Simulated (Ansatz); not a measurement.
**Question.** Name crystals whose computed values (plane-wave PAW PBE (Ansatz code)) fall in these windows: highest Γ mode, no LO–TO term (cm⁻¹) 140 to 160; G_Hill (GPa) 13 to 19.

**Answer.** 

```
crystal           highest Γ mode, no LO–TO term (cm⁻¹)  G_Hill (GPa)
----------------  ------------------------------------  ------------
HgS, zinc blende                                   150          15.7
LiBr, rock salt                                    141          16.0
```
Others may fit too.

All cells were relaxed under the symmetry of their starts (and spin orders); stability against distortions was not tested throughout. Scalar-relativistic: spin–orbit coupling is off unless named, which matters more the heavier the elements.

Potentials: the later of the program's two PAW sets.
